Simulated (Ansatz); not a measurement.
**NbP: which magnetic state is lowest?**

These are results of DFT r2SCAN, scalar-relativistic, plane waves, PAW (Ansatz 0.2.0), not measurements.

```
Nb P
1.0
     0.00000    2.78513    2.78513
     2.78513    0.00000    2.78513
     2.78513    2.78513    0.00000
Nb P
1 1
Direct
  0.00000 0.00000 0.00000
  0.25000 0.25000 0.25000
```

```
plane-wave cutoff                               : 500 eV
Γ-centred k-mesh                                : 14×14×14
occupation rule                                 : Gaussian smearing, 0.1 eV
list of starting moments (μB, in atom order)    : 2.5 0
check for lower electronic states after the SCF : off
```

All runs keep this geometry, which isn't relaxed for the lowest state (largest force there 0.053 eV/Å, pressure 0.8 GPa) and needn't be a stable compound; relaxing each order can shift differences of a few meV. A propagation vector, in units of the reciprocal vectors, doubles the cell, which takes an equally dense mesh. r2SCAN tends to overstate moments in metals, so a weak moment here may be absent in the real material. Site moments are spin moments in atom-centred spheres that scale with the neighbour distance. The states are those that the runs reached from these starts; a lower one can exist.

```csv
start,ends,energy above lowest (meV/atom),site moments (μB),gap on mesh (eV),P (GPa)
no spin,non-magnetic,8.27,none over 0.05,metal,0.0
large parallel starting moments,non-magnetic,8.27,none over 0.05,metal,0.0
"antiferromagnetic, doubled cell, propagation vector (0, 0, 1/2)",antiferromagnetic,0.00,"Nb +0.36, Nb -0.36",metal,0.8
"antiferromagnetic, doubled cell, propagation vector (0, 1/2, 1/2)",non-magnetic,8.27,none over 0.05,metal,0.0
```